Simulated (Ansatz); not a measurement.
Relaxed-ion elastic tensor of Zn (fcc (Cu type), Fm-3m) in GPa (Voigt order), PBEsol in the plane-wave PAW code Ansatz; density 7.68 g/cm³, 14.13 Å³ per atom.

```
 131  66.3  66.3   0.0   0.0   0.0
66.3   131  66.3   0.0   0.0   0.0
66.3  66.3   131   0.0   0.0   0.0
 0.0   0.0   0.0  -4.0   0.0   0.0
 0.0   0.0   0.0   0.0  -4.0   0.0
 0.0   0.0   0.0   0.0   0.0  -4.0
```

Is the crystal mechanically stable?

No: the smallest eigenvalue of C is -4.0 GPa.

The first step of the workflow began from a Materials Project structure, measured or hypothetical; the Crystallography Open Database copy checked does not list it. It is not the phase usual at ambient conditions (space group No. 194). The PBEsol relaxation kept the symmetry of its start. At this level the phase is mechanically unstable. As this level gives no gap, shear constants depend on the k-mesh and smearing (Fermi–Dirac, 0.1 eV here).

Potentials: the later of the program's two PAW sets.
